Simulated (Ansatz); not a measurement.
The slice is one period of a {110} plane through atoms; its size isn't given.

Level of theory: PBE (plane waves to 420 eV, PAW, scalar-relativistic; Ansatz, a program for electronic structure). Near the nuclei the fields are pseudised (PAW); where an atom keeps semicore shells as valence, they peak there.

```
|@@@@%%**++++==--------------==++++**%%@@|
|%%%%##**++======================++**##%%|
|******++++======++++++++++======++++****|
|++++++++======++**######**++======++++++|
|============++**##%%%%%%##**++==========|
|============++##%%@@@@@@%%##++==========|
|----------==++##%%@@@@@@%%##++==--------|
|::::::----==++##%%@@@@@@%%##++==----::::|
|..::::::--==++**##%%%%%%##**++==--::::::|
|......::::--==++**######**++==--::::....|
|    ....::::--==++++++++++==--::::....  |
|      ....::----==========----::....    |
|        ....::::----------::::....      |
|        ......::::::::::::::......      |
|          ......::::::::::......        |
|            ..................          |
|              ..............            |
|..........        ......          ......|
|............                  ..........|
|::::::::......              ......::::::|
|------::::......          ......::::----|
|====------::::..          ....::------==|
|========----::....      ....::----======|
|++++++====----::..........::----====++++|
|******++====--::::......::::--====++****|
|%%%%##**++==----::::..::::----==++**##%%|
|@@@@%%**++====--::::::::::--====++**%%@@|
|@@@@%%##++====----::::::----====++##%%@@|
```
Scale: ten equal steps from -2.23 (start of ' ') to 1.42 (end of '@'), in the order ' .:-=+*#%@'. Values: log₁₀ of the valence density in e/Å³. The map has 20 points along u (two characters each, u = 0 at the left) and 28 along v (v = 0 in the bottom row). The scale is logarithmic, as a density can span decades between atoms and voids.

```
|xx.+#@@+-:::-+@@#+.x|
|x.=#%@#-:::::-#@%#=.|
|++#%@%=::-=-::=%@%#+|
|##%@@+::=+*+=::+@@%#|
|@@@@*-:=*%x%*=:-*@@@|
|@@@#=:-+%xxx%+-:=#@@|
|##*=::=*xxxxx*=::=*#|
|==-:::=*%xxx%*=:::-=|
|....::-+*%x%*+-::...|
|   .:::-+***+-:::.  |
|    .:::--=--:::.   |
|    ..:::::::::..   |
|     ...:::::...    |
|      .........     |
|        .....       |
|                    |
|                    |
|                    |
|...               ..|
|==-:.           .:-=|
|##*+-.         .-+*#|
|@@@%*=:       :=*%@@|
|@@@@%*=.     .=*%@@@|
|##%%@%*-.   .-*%@%%#|
|++*#%@#+:   :+#@%#*+|
|x.=*#@%*:. .:*%@#*=.|
|xx.+#@@#-...-#@@#+.x|
|xxx+#@@*-:.:-*@@#+xx|
```
Scale: ten equal steps from 0.00 (start of ' ') to 0.68 (end of '@'), in the order ' .:-=+*#%@'. Values: electron localisation function (ELF). The map has 20 points along u (one character each, u = 0 at the left) and 28 along v (v = 0 in the bottom row). Points within 0.5 Å of a nucleus are blanked (x), as the pseudised field means little there.

Question: Which relaxed crystal do these maps come from?
A) CdTe (zinc blende)
B) CuI (zinc blende)
C) CdS (zinc blende)

Answer: A, CdTe (zinc blende). Atoms on the slice: Te at (0.00, 0.00); Cd at (0.50, 0.75)

All were relaxed with their symmetry unable to fall. CuI is run without spin polarisation. Spin-orbit coupling is left out.
